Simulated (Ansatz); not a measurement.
Consider the following.

CoMo:
Space group Fm-3m (No. 225); a = 4.858 Å, b = 4.858 Å, c = 4.858 Å, α = 90.00°, β = 90.00°, γ = 90.00°

```
atom  site  symmetry       x       y       z
----  ----  --------  ------  ------  ------
Co      4a      m-3m  0.0000  0.0000  0.0000
Mo      4b      m-3m  0.5000  0.5000  0.5000
```
(The calculation used a cell of 2 atoms; values per cell refer to that cell.)

This is the PBE-relaxed structure.

Problem. All from PBE (plane waves, PAW; program Ansatz), unless another level is named. Estimate the formation energy from the elements (no fitted shifts).

Solution. 0.78 eV/atom.

Problem. Next, the density of states at the Fermi level?

Solution. 1.8 states/eV per atom (mean over ±0.08 eV).

The start of the workflow was typed in or built on a structure type; neither database checked (COD, Materials Project) lists it. Its standing as an ambient phase is unchecked. The PBE relaxation kept the symmetry of its start; whether a distortion lowers the energy is not shown. The workflow began spin-polarised and lost its moments. Its formation energy is positive at this level, so the cell may be metastable or incomplete. The references are the lowest solids computed at this level, not always the standard phases. Scalar-relativistic: spin–orbit coupling is off unless named, which matters more the heavier the elements.

Potentials: the later of the program's two PAW sets.
